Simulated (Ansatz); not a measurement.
Data:

BiBN2:
```xyz
4
Lattice="3.0308 0.0000 0.0000 -1.5154 2.6248 0.0000 0.0000 0.0000 6.1394" Properties=species:S:1:pos:R:3 pbc="T T T"
Bi     0.0000     1.7499     0.0352
N      0.0000     1.7499     2.8381
B      1.5154     0.8749     3.2362
N      1.5154     0.8749     4.7571
```

This is the PBE-relaxed structure.

Question: All from DFT-PBE in the program Ansatz with PAW potentials, unless another level is named. Give the electronic character.

Answer: metallic (no gap).

Question: What about the formation energy from the elements (no fitted shifts)?

Answer: 0.70 eV/atom.

Question: Give the gap with spin–orbit coupling.

Answer: none (metallic).

Space group P3m1. The start of the workflow was typed in or built on a structure type; neither database checked (COD, Materials Project) lists it. Whether it is the stable phase at ambient conditions was not checked. The PBE relaxation kept the symmetry of its start; its stability against distortions is not shown here. The volume moved by 19 % from the start of the relaxation. Its formation energy is positive at this level, so the cell may be metastable or incomplete. The references are the lowest solids computed at this level, not always the standard phases (solids in place of the gases). Scalar-relativistic: spin–orbit coupling is off unless named, which matters more the heavier the elements.

Potentials: the earlier of the program's two PAW sets.
